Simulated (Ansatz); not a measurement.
Cs3Sb:
```
Cs3Sb
1.0
    0.00000     4.60972     4.60972
    4.60972     0.00000     4.60972
    4.60972     4.60972     0.00000
Cs Sb
3 1
Direct
  0.75000   0.75000   0.75000
  0.25000   0.25000   0.25000
  0.50000   0.50000   0.50000
  0.00000   0.00000   0.00000
```

Relaxed with r²SCAN.

Task: Map the electron localisation function on the plane through (0.750, 0.750, 0.750) spanned by u = [1, 0, 0] and v = [-1, 1, 1] in lattice vectors, from DFT-r²SCAN in the program Ansatz with PAW potentials.

Result: x is the fraction of u, y of v (the angle between them is 90°; rows are the nearest grid lines); atoms in the plane: Cs at (0.00, 0.00), Cs at (0.00, 0.50), Cs at (0.50, 0.75), Sb at (0.50, 0.25).
```
|0027999630001233333321000369997200|
|4589999620000000000000000269999854|
|8999998510000112222110000158999998|
|9998752000036889999886300002578999|
|3321100002689999889999862000011233|
|0000000015899961001699985100000000|
|0000000026899850000589986200000000|
|0000000014799986446899974100000000|
|7765420000368999999998630000245677|
|9999986200002456776542000026899999|
|8999998510000112222110000158999998|
|0048999730000000000000000379998400|
|0038998520013566666653100258998300|
|8999985200257788888877520025899998|
|9999852001467777777777641002589999|
|7754200136776544444456776310024577|
|0000012577754320000234577752100000|
|0000135777643200000023467775310000|
|0000124677753200000023577764210000|
|3211001357765432222345677531001123|
|9987521013677765555677763101257899|
|8999985200257788888877520025899998|
|4579997410135777777775310147999754|
|0027999630001233333321000369997200|
```
Scale: ten equal steps from 0.000 (start of '0') to 0.906 (end of '9'), in the order '0123456789'; x runs from 0.000 to 1.00, y from 0.000 (bottom) to 1.00 (top).

The density is the valence pseudo-density with augmentation charge, so density and ELF within about 1 Å of a nucleus are not all-electron values.

Space group Fm-3m. The workflow started from a Materials Project entry (that database holds measured and hypothetical structures alike); the Crystallography Open Database copy checked does not list it. Its standing as an ambient phase is unchecked. The r²SCAN relaxation kept the symmetry of its start; its stability against distortions is not shown here. Spin–orbit coupling is left out wherever it is not named.

Potentials: the later of the program's two PAW sets.
